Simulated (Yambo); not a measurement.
Yambo run on Al$_{2}$O$_{3}$ (corundum, space group R-3c, No. 167). The wavefunctions come from this Quantum ESPRESSO step (PBEsol, PseudoDojo standard norm-conserving files, scalar-relativistic):

```
&CONTROL
  calculation = 'nscf'
  pseudo_dir = './pseudo'
  outdir = './out'
/
&SYSTEM
  ibrav = 0
  nat = 10
  ntyp = 2
  ecutwfc = 84.0
  ecutrho = 336.0
  occupations = 'fixed'
  force_symmorphic = .true.
  nbnd = 170
/
&ELECTRONS
  conv_thr = 1e-08
  diago_full_acc = .true.
  diago_thr_init = 1e-08
/
ATOMIC_SPECIES
O 15.9990 O.upf
Al 26.9815 Al.upf
CELL_PARAMETERS angstrom
  2.402514990000   1.387092676000   4.372083000000
 -2.402514990000   1.387092676000   4.372083000000
  0.000000000000  -2.774185352000   4.372083000000
ATOMIC_POSITIONS crystal
O   0.943860000000   0.556140000000   0.250000000000
O   0.056140000000   0.443860000000   0.750000000000
O   0.250000000000   0.943860000000   0.556140000000
O   0.750000000000   0.056140000000   0.443860000000
O   0.556140000000   0.250000000000   0.943860000000
O   0.443860000000   0.750000000000   0.056140000000
Al   0.147900000000   0.147900000000   0.147900000000
Al   0.852100000000   0.852100000000   0.852100000000
Al   0.352100000000   0.352100000000   0.352100000000
Al   0.647900000000   0.647900000000   0.647900000000
K_POINTS automatic
4 4 4 0 0 0
```

Yambo input:

```
rim_cut
gw0
dyson
el_el_corr
HF_and_locXC
ppa
em1d
RandQpts= 1000000
RandGvec= 1 Ry
EXXRLvcs= 84 Ry
VXCRLvcs= 336 Ry
Chimod= "HARTREE"
% BndsRnXp
 1 | 169 |
%
NGsBlkXp= 8 Ry
% LongDrXp
 1.0 | 1.0 | 1.0 |
%
PPAPntXp= 27.2114 eV
% GbndRnge
 1 | 169 |
%
GTermKind= "BG"
DysSolver= "n"
ExtendOut
% QPkrange
 1 | 1 | 24 | 25 |
 3 | 3 | 24 | 25 |
 7 | 7 | 24 | 25 |
 13 | 13 | 24 | 25 |
%
```

k points by index: 1 = Γ, 3 = L, 7 = F, 13 = Z.

The o-*.qp file then holds:

```
#    K-point    Band    Eo [eV]    E [eV]    E-Eo [eV]    Vxc [eV]    Vnlxc [eV]    Sc|Eo [eV]    Sc|E [eV]    dSc/dw|Eo [eV]    Re(Z)    Im(Z)
#
    1    24    0.000000    -1.333118    -1.333118    -20.06648    -25.65367    3.952832    4.254076    -6.148502    0.815691    -0.961778E-3
    1    25    5.822561    6.842485    1.019924    -13.82023    -8.964780    -3.658846    -3.835525    -4.713476    0.852357    -0.758242E-3
    3    24    -0.246940    -1.652904    -1.405964    -19.64694    -25.46677    4.091551    4.413861    -6.237626    0.813517    -0.996815E-3
    3    25    9.069810    10.47595    1.406138    -14.61342    -8.949574    -3.995324    -4.257704    -5.077245    0.842754    -0.827003E-3
    7    24    -0.227288    -1.636389    -1.409100    -19.71888    -25.56639    4.114867    4.438412    -6.247602    0.813275    -0.994804E-3
    7    25    9.310355    10.70420    1.393848    -14.09702    -8.285651    -4.161589    -4.417521    -4.996844    0.844855    0.001620
    13    24    -0.349575    -1.741093    -1.391518    -19.80643    -25.60151    4.085007    4.403561    -6.228890    0.813729    -0.001081
    13    25    8.290832    9.547371    1.256538    -13.93921    -8.532279    -3.923457    -4.150393    -4.914199    0.847031    -0.822101E-3
```
(The two width columns are left out.) Convergence of these settings isn't established.

Geometry of the Materials Project entry, not relaxed at this level.
